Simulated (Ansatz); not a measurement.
Consider the following.

LiNbO3 (LiNbO3 type, space group R3c)

```
CELL_PARAMETERS angstrom
      2.59493     1.49819     4.67214
     -2.59493     1.49819     4.67214
      0.00000    -2.99637     4.67214
ATOMIC_POSITIONS crystal
  Li 0.70264 0.70264 0.70264
  Li 0.20264 0.20264 0.20264
  Nb 0.98381 0.98381 0.98381
  Nb 0.48381 0.48381 0.48381
  O  0.62624 0.87386 0.26316
  O  0.87386 0.26316 0.62624
  O  0.26316 0.62624 0.87386
  O  0.76316 0.37386 0.12624
  O  0.37386 0.12624 0.76316
  O  0.12624 0.76316 0.37386
```

The atoms are displaced by Q × the pattern below (from a DFPT mode at Γ, largest move 1; Q in Å), at fixed cell.

| atom | x | y | z |
|---|---|---|---|
| Li1 | 0.000 | 0.000 | 1.000 |
| Li2 | 0.000 | 0.000 | -1.000 |
| Nb3 | 0.000 | 0.000 | -0.223 |
| Nb4 | 0.000 | 0.000 | 0.223 |
| O5 | -0.109 | 0.030 | -0.073 |
| O6 | 0.080 | 0.079 | -0.073 |
| O7 | 0.029 | -0.109 | -0.073 |
| O8 | 0.080 | -0.079 | 0.073 |
| O9 | -0.109 | -0.030 | 0.073 |
| O10 | 0.029 | 0.109 | 0.073 |

Method: PBE (plane waves to 420 eV, PAW, scalar-relativistic; Ansatz, an electronic-structure program). k mesh 8×8×8 (Γ-centred), Fermi-Dirac smearing 0.05 eV. The energy includes the smearing's −TS. LiNbO3 is run without spin polarisation. LiNbO3 was relaxed with its symmetry unable to fall. The PAW data are Ansatz's earlier set. ΔE is measured from the undisplaced structure.

The scan covers Q from -0.180 to 0.180 Å in 13 points.

Problem. Is this a single well or a double well?

Solution. A single well with its minimum at or next to zero displacement.

Problem. Is the energy the same for equal positive and negative displacements?

Solution. Even: the same for both signs.

Problem. Which space group does the distorted structure have?

Solution. R3 (No. 146), lowered from R3c.

Problem. What is the energy change at Q = 0.180 Å?

Solution. 62.7 meV/cell.

Problem. What harmonic wavenumber does the curvature at Q = 0 give?

Solution. 204 cm⁻¹.

(For displaced atoms, the force is minus the slope of the energy, and its curvature is a force constant, which sets phonon frequencies.)
